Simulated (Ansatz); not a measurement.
A relaxation computed with Ansatz, from input to last step.

```yaml
crystal:
  lattice:
    - [2.6125291628, 0.0, 0.0]
    - [-1.3062645814, 2.2625166231, 0.0]
    - [0.0, 0.0, 4.4125159301]
  atoms:
    - { symbol: Li, position: [0.0, 0.0, 0.5] }
    - { symbol: Rh, position: [0.6666666667, 0.3333333333, 0.0] }
basis:
  ecutwfc: 420
kpoints:
  mp_grid: { grid: [18, 18, 10] }
hamiltonian:
  xc: pbesol
scf:
  occupations: { method: gaussian, width: 0.1 }
output:
  forces: true
  stress: true
  eigenvalues: true
relax:
  adjacent_minimum: "off"
  f_tol: 0.008
  max_steps: 40
  cell: { stress_tol: 0.015, fix: [c, angles] }
```

```bash
ansatz run input.yaml --threads 1 --pin off --max-ram 1331MiB --backend cpu --events-out ev --progress --plain --runs-dir out
```

All numbers below come from DFT PBEsol, scalar-relativistic, plane waves, PAW in Ansatz 0.2.0.

Of 5 frames 4 are shown, positions in Å and forces in eV/Å; the SCF threshold varies from step to step. Steps run on the plane waves of an earlier cell, with a Pulay correction in the pressure. The basis is chosen afresh for the last frame, the zero of the energies, and at times for earlier ones too; energy and pressure step there, also at an unchanged geometry.

```xyz
2
Lattice="2.6125 0.0000 0.0000 -1.3063 2.2625 0.0000 0.0000 0.0000 4.4125" Properties=species:S:1:pos:R:3:forces:R:3 pbc="T T T" step=1 free_energy_over_end_meV_per_atom=0.57 pressure_GPa=0.05
Li    0.0000    0.0000    2.2063    0.0000    0.0000    0.0000
Rh    1.3063    0.7542    0.0000    0.0000    0.0000    0.0000
2
Lattice="2.6273 0.0000 0.0000 -1.3137 2.2753 0.0000 0.0000 0.0000 4.4125" Properties=species:S:1:pos:R:3:forces:R:3 pbc="T T T" step=2 free_energy_over_end_meV_per_atom=0.14 pressure_GPa=-1.67
Li    0.0000    0.0000    2.2063    0.0000    0.0000    0.0000
Rh    1.3137    0.7584    0.0000    0.0000    0.0000    0.0000
2
Lattice="2.6231 0.0000 0.0000 -1.3115 2.2716 0.0000 0.0000 0.0000 4.4125" Properties=species:S:1:pos:R:3:forces:R:3 pbc="T T T" step=3 free_energy_over_end_meV_per_atom=0.03 pressure_GPa=-1.19
Li    0.0000    0.0000    2.2063    0.0000    0.0000    0.0000
Rh    1.3115    0.7572    0.0000    0.0000    0.0000    0.0000
2
Lattice="2.6230 0.0000 0.0000 -1.3115 2.2716 0.0000 0.0000 0.0000 4.4125" Properties=species:S:1:pos:R:3:forces:R:3 pbc="T T T" step=5 free_energy_over_end_meV_per_atom=0.00 pressure_GPa=-1.18
Li    0.0000    0.0000    2.2063    0.0000    0.0000    0.0000
Rh    1.3115    0.7572    0.0000    0.0000    0.0000    0.0000
```